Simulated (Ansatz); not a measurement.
PbF2:
```cif
data_F8Pb4
_chemical_formula_sum 'Pb4 F8'
_space_group_name_H-M_alt 'Pnma'
_space_group_IT_number 62
_space_group_name_Hall '-P 2ac 2n'
_cell_length_a 6.39418
_cell_length_b 3.87537
_cell_length_c 7.64987
_cell_angle_alpha 90.000
_cell_angle_beta 90.000
_cell_angle_gamma 90.000
loop_
_atom_site_label
_atom_site_type_symbol
_atom_site_symmetry_multiplicity
_atom_site_Wyckoff_symbol
_atom_site_fract_x
_atom_site_fract_y
_atom_site_fract_z
_atom_site_occupancy
Pb1 Pb 4 c 0.24516 0.75000 0.39407 1
F1 F 4 c 0.47067 0.25000 0.15441 1
F2 F 4 c 0.14042 0.75000 0.06315 1
```

Relaxed with r²SCAN+D4.

Which orbitals make up the states near the band edges in DFT-r²SCAN+D4 in the program Ansatz with PAW potentials?

Top 1 eV of the valence band: F 2p 63 %, Pb 6s 34 %. Bottom 1 eV of the conduction band: Pb 6p 78 %, F 2p 10 %, F 2s 7 %. Projections are on Löwdin-orthogonalised atomic valence shells; empty p or d shells of many metals are not among them.

Tabulate the density of states.

States/eV per cell of 12 atoms, in 0.25 eV bins, energy from the valence-band maximum.

| E (eV) | total | F 2p | Pb 6p | Pb 6s |
|---|---|---|---|---|
| -7.85 | 0.00 | 0.00 | 0.00 | 0.00 |
| -7.60 | 0.00 | 0.00 | 0.00 | 0.00 |
| -7.35 | 0.00 | 0.00 | 0.00 | 0.00 |
| -7.10 | 0.00 | 0.00 | 0.00 | 0.00 |
| -6.85 | 2.25 | 0.85 | 0.03 | 1.36 |
| -6.60 | 9.41 | 3.59 | 0.10 | 5.62 |
| -6.35 | 7.64 | 2.94 | 0.14 | 4.45 |
| -6.10 | 8.02 | 2.83 | 0.16 | 4.84 |
| -5.85 | 2.61 | 0.75 | 0.06 | 1.69 |
| -5.60 | 1.34 | 0.31 | 0.03 | 0.93 |
| -5.35 | 0.62 | 0.11 | 0.01 | 0.47 |
| -5.10 | 0.10 | 0.01 | 0.00 | 0.08 |
| -4.85 | 0.00 | 0.00 | 0.00 | 0.00 |
| -4.60 | 0.00 | 0.00 | 0.00 | 0.00 |
| -4.35 | 0.08 | 0.06 | 0.02 | 0.00 |
| -4.10 | 7.42 | 6.02 | 1.28 | 0.02 |
| -3.85 | 15.45 | 13.02 | 2.17 | 0.04 |
| -3.60 | 13.09 | 11.34 | 1.51 | 0.04 |
| -3.35 | 14.82 | 12.99 | 1.54 | 0.07 |
| -3.10 | 12.36 | 11.06 | 1.04 | 0.06 |
| -2.85 | 12.85 | 11.77 | 0.82 | 0.09 |
| -2.60 | 13.42 | 12.57 | 0.61 | 0.07 |
| -2.35 | 22.09 | 21.45 | 0.31 | 0.08 |
| -2.10 | 48.20 | 47.38 | 0.31 | 0.08 |
| -1.85 | 0.57 | 0.54 | 0.01 | 0.02 |
| -1.60 | 0.65 | 0.54 | 0.02 | 0.07 |
| -1.35 | 1.02 | 0.80 | 0.04 | 0.16 |
| -1.10 | 1.73 | 1.28 | 0.07 | 0.36 |
| -0.85 | 3.17 | 2.17 | 0.10 | 0.85 |
| -0.60 | 11.06 | 6.88 | 0.25 | 3.81 |
| -0.35 | 10.55 | 6.51 | 0.17 | 3.77 |
| -0.10 | 3.46 | 2.13 | 0.05 | 1.25 |
| 0.15 | 0.00 | 0.00 | 0.00 | 0.00 |
| 0.40 | 0.00 | 0.00 | 0.00 | 0.00 |
| 0.65 | 0.00 | 0.00 | 0.00 | 0.00 |
| 0.90 | 0.00 | 0.00 | 0.00 | 0.00 |
| 1.15 | 0.00 | 0.00 | 0.00 | 0.00 |
| 1.40 | 0.00 | 0.00 | 0.00 | 0.00 |
| 1.65 | 0.00 | 0.00 | 0.00 | 0.00 |
| 1.90 | 0.00 | 0.00 | 0.00 | 0.00 |
| 2.15 | 0.00 | 0.00 | 0.00 | 0.00 |
| 2.40 | 0.00 | 0.00 | 0.00 | 0.00 |
| 2.65 | 0.00 | 0.00 | 0.00 | 0.00 |
| 2.90 | 0.00 | 0.00 | 0.00 | 0.00 |
| 3.15 | 0.00 | 0.00 | 0.00 | 0.00 |
| 3.40 | 0.00 | 0.00 | 0.00 | 0.00 |
| 3.65 | 0.00 | 0.00 | 0.00 | 0.00 |
| 3.90 | 0.00 | 0.00 | 0.00 | 0.00 |
| 4.15 | 0.00 | 0.00 | 0.00 | 0.00 |
| 4.40 | 0.00 | 0.00 | 0.00 | 0.00 |
| 4.65 | 0.00 | 0.00 | 0.00 | 0.00 |
| 4.90 | 0.87 | 0.10 | 0.67 | 0.01 |
| 5.15 | 5.56 | 0.58 | 4.32 | 0.11 |
| 5.40 | 7.68 | 0.77 | 5.99 | 0.21 |
| 5.65 | 5.88 | 0.62 | 4.56 | 0.19 |
| 5.90 | 4.41 | 0.48 | 3.45 | 0.13 |
| 6.15 | 3.55 | 0.37 | 2.79 | 0.13 |
| 6.40 | 2.93 | 0.30 | 2.34 | 0.10 |
| 6.65 | 1.61 | 0.17 | 1.31 | 0.04 |
| 6.90 | 4.35 | 0.58 | 3.50 | 0.06 |
| 7.15 | 6.45 | 0.84 | 5.29 | 0.05 |
| 7.40 | 8.49 | 1.01 | 7.12 | 0.05 |
| 7.65 | 7.17 | 0.75 | 6.10 | 0.04 |
| 7.90 | 7.22 | 0.73 | 6.20 | 0.02 |
| 8.15 | 10.35 | 0.94 | 9.01 | 0.02 |
| 8.40 | 15.38 | 1.33 | 13.53 | 0.02 |
| 8.65 | 3.59 | 0.31 | 3.16 | 0.00 |
| 8.90 | 0.52 | 0.05 | 0.45 | 0.00 |
| 9.15 | 0.00 | 0.00 | 0.00 | 0.00 |
| 9.40 | 0.00 | 0.00 | 0.00 | 0.00 |

The workflow started from a Materials Project entry (that database holds measured and hypothetical structures alike); the Crystallography Open Database files this formula in space group No. 62, but the cells were not matched. Whether it is the stable phase at ambient conditions was not checked. The cell was relaxed with r²SCAN+D4 under the symmetry of its start; its stability against distortions is not shown here. Scalar-relativistic: spin–orbit coupling is off unless named, which matters more the heavier the elements.

Potentials: the later of the program's two PAW sets.
